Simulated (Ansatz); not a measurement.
Computed with DFT PBE, scalar-relativistic, plane waves, PAW (Ansatz). All cells share a 420 eV cutoff and Γ-centred k meshes spaced at most about 0.3 Å⁻¹ (about 0.25 or finer for metals, 2π included). No spin polarisation in the final relaxations.

Temperature and zero-point effects are left out. All come from trial cells, and lower structures may exist.

Question: These unrelaxed guesses for Zr₂TeSe are each relaxed within their symmetry. Order them by the energy at which they end, lowest first.
A.

```
Zr Te Se
1.0
     3.79479    0.00000    0.00000
     0.00000    3.99515    0.00000
     0.00000    0.00000    6.74585
Zr Te Se
2 1 1
Cartesian
  0.0000 1.9976 5.0457
  0.0000 1.9976 1.7001
  1.8974 1.9976 3.3729
  0.0000 0.0000 0.0000
```

B.

```
Zr Te Se
1.0
     4.05695    0.00000    0.00000
    -2.02848    3.51343    0.00000
     0.00000    0.00000    5.58382
Zr Te Se
2 1 1
Direct
  0.66667 0.33333 0.23634
  0.66667 0.33333 0.76366
  0.00000 0.00000 0.50000
  0.33333 0.66667 0.00000
```

C.

```
Zr Te Se
1.0
     2.03141    1.17284    7.19229
    -2.03141    1.17284    7.19229
     0.00000   -2.34567    7.19229
Zr Te Se
2 1 1
Direct
  0.73769 0.73769 0.73769
  0.26231 0.26231 0.26231
  0.50000 0.50000 0.50000
  0.00000 0.00000 0.00000
```

D.

```
Zr Te Se
1.0
     4.96655    0.00000    0.00000
    -2.48327    4.30115    0.00000
     0.00000    0.00000    4.42299
Zr Te Se
2 1 1
Direct
  0.33333 0.66667 0.66123
  0.66667 0.33333 0.33877
  0.00000 0.00000 0.50000
  0.00000 0.00000 0.00000
```

Answer: B (ends in P-6m2, 0 meV/atom), C (ends in R-3m, 173 meV/atom), D (ends in P-3m1, 191 meV/atom), A (ends in Pmmm, 0.55 eV/atom).

These runs have no spin–orbit coupling, which can matter for Te. Cells relaxed within their symmetry can be saddle points. Some structure types and database cells were kept out of the candidates from the start, so a known form may be missing.
